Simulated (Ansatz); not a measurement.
The relaxed structure here is a generated cell of GaSe: the first start was made by placing the elements on the sites of a structure type, and the end was not matched to a known phase here, so it may be hypothetical. Known forms of GaSe include space group No. 194.

A relaxed structure of GaSe. Space group Fm-3m (No. 225), rock salt type. Level of theory: PBEsol (plane waves to 420 eV, PAW, scalar-relativistic; Ansatz, a program for electronic structure).

```xyz
2
Lattice="0.0000 2.7160 2.7160 2.7160 0.0000 2.7160 2.7160 2.7160 0.0000" Properties=species:S:1:pos:R:3 pbc="T T T"
Ga     0.0000     0.0000     0.0000
Se     2.7160     2.7160     2.7160
```

| Item | Result |
|---|---|
| Volume per atom | 20.04 Å³ |
| Band gap | no gap (metallic) |
| Shortest distances | Ga–Se 2.72 Å |
| k-mesh | 15×15×15 |

Band energies at high-symmetry points (eV from the Fermi level; labels of this space group; no spin-orbit coupling), from −5 eV up to 2.4 eV:

| point | energies |
|---|---|
| Γ | -2.60 -2.01 -2.01 -2.01 |
| X | -4.52 -4.01 -4.01 |
| U | -3.43 -1.72 |
| K | -3.43 -1.72 |
| L | -1.93 -1.93 1.12 2.33 2.33 |
| W | 0.30 |

No spin polarisation in the result. The relaxed primitive cell holds an odd number of electrons. A magnetic state may lie lower.

The run could not lose the symmetry of its start: the end is stationary, and may be a saddle point rather than a minimum.
